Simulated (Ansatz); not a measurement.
Suppose Sn₃P₄ takes space group Pm-3m (No. 221), with Sn on 3d; P on 3c and 1a. The guess for Sn₃P₄ was made by a generator: ordered vacancies on the cation sites of rock salt (occupants of the shared sites, in ratio, Sn: 3, vacant: 1).

Method: DFT PBE, scalar-relativistic, plane waves, PAW in Ansatz. Cutoff 420 eV, Γ-centred mesh, Gaussian smearing, no spin polarisation.

The zero of energy is the elements' standard structures at the same level; no fitted shifts are applied. The references include grey tin and black phosphorus.

Problem. Predict the relaxed structure.

Solution.

Space group Pm-3m (No. 221). a = 5.449 Å, b = 5.449 Å, c = 5.449 Å, α = 90.00°, β = 90.00°, γ = 90.00°
| atom | site | symmetry | x | y | z |
| --- | --- | --- | --- | --- | --- |
| Sn | 3d | 4/mm.m | 0.5000 | 0.0000 | 0.0000 |
| P | 3c | 4/mm.m | 0.0000 | 0.5000 | 0.5000 |
| P | 1a | m-3m | 0.0000 | 0.0000 | 0.0000 |

Around Sn lie 6 P at 2.72 Å; P on a site of symmetry 4/mmm has 4 Sn at 2.72 Å; around P on a site of symmetry m-3m lie 6 Sn at 2.72 Å.

Problem. And its energy and gap?

Solution. The formation energy is +0.35 eV/atom. The gap on the 8×8×8 mesh of the 7-atom cell is 0 eV (a metal). The separate elements lie lower, so it is unstable against them.

The last run used Gaussian smearing of 0.10 eV. The reference form of P is held partly by dispersion forces, which this level lacks. A structure relaxed within its symmetry needn't be a true minimum.
